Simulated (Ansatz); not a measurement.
## Na: eigenvalues along the path

```
Na
1.0
     3.76700    0.03767    0.03767
    -1.85088    3.24348    0.01379
     0.06154    0.06154    6.15400
Na
2
Direct
  0.33333 0.66667 0.25000
  0.66667 0.33333 0.75000
```

Atoms are numbered in the order listed.

The structure is an experimental refinement, used without relaxation. The listed cell was then made from it by scaling, straining or moving an atom.

Method: Ansatz 0.2.0, DFT, LDA, all-electron LAPW, scalar-relativistic.

Sampling and basis: a Γ-centred 11×11×6 k mesh, Fermi–Dirac smearing of 0.05 eV, basis error target 0.5 meV/atom, no spin polarisation.

Path points, in fractions of the reciprocal vectors: Γ (0.000, 0.000, 0.000), X (0.000, -0.500, 0.000), Y (0.000, 0.000, 0.500), Z (-0.500, 0.000, 0.000), R2 (-0.500, 0.500, -0.500), T2 (-0.500, 0.000, -0.500), U2 (-0.500, 0.500, 0.000). Levels in eV from the Fermi level; bands 9 to 11, counted from the lowest band of the run. The gap is zero.

```
# k(1/Å) point b9 b10 b11
0.000 Γ -3.26 0.56 0.87
0.193 - -3.11 0.69 1.02
0.385 - -2.68 1.07 1.45
0.578 - -1.96 1.71 2.10
0.771 - -0.97 1.72 2.63
0.963 X 0.24 0.31 3.76
1.180 - -0.92 1.68 2.15
1.396 - -1.78 0.47 3.39
1.612 - -2.30 -0.77 3.91
1.828 - -2.45 -1.68 4.51
2.045 Y -2.24 -2.24 5.42
2.147 - -2.61 -1.80 4.35
2.249 - -2.89 -1.28 3.35
2.351 - -3.09 -0.69 2.41
2.453 - -3.22 -0.04 1.54
2.555 Γ -3.26 0.56 0.87
2.746 - -3.12 0.68 1.02
2.937 - -2.69 1.05 1.44
3.128 - -1.98 1.68 2.09
3.319 - -1.01 1.64 2.57
3.510 Z 0.19 0.24 3.66
3.730 - -0.29 1.06 2.92
3.950 - -0.44 1.87 2.39
4.170 - -0.22 1.39 2.65
4.390 - 0.34 1.14 1.88
4.609 R2 1.08 1.12 1.50
4.828 - -0.33 0.48 2.53
5.047 - -1.59 0.01 3.89
5.266 - -2.51 -0.11 2.91
5.485 - -3.07 0.11 1.67
5.704 Γ -3.26 0.56 0.87
5.918 - -3.08 0.13 1.63
6.132 - -2.54 -0.09 2.83
6.346 - -1.66 0.03 3.74
6.560 - -0.45 0.48 2.43
6.774 T2 0.91 1.08 1.29
6.991 - 0.24 1.12 1.80
7.207 - -0.26 1.38 2.54
7.423 - -0.41 1.90 2.52
7.639 - -0.21 1.20 2.92
7.856 U2 0.29 0.37 3.86
```
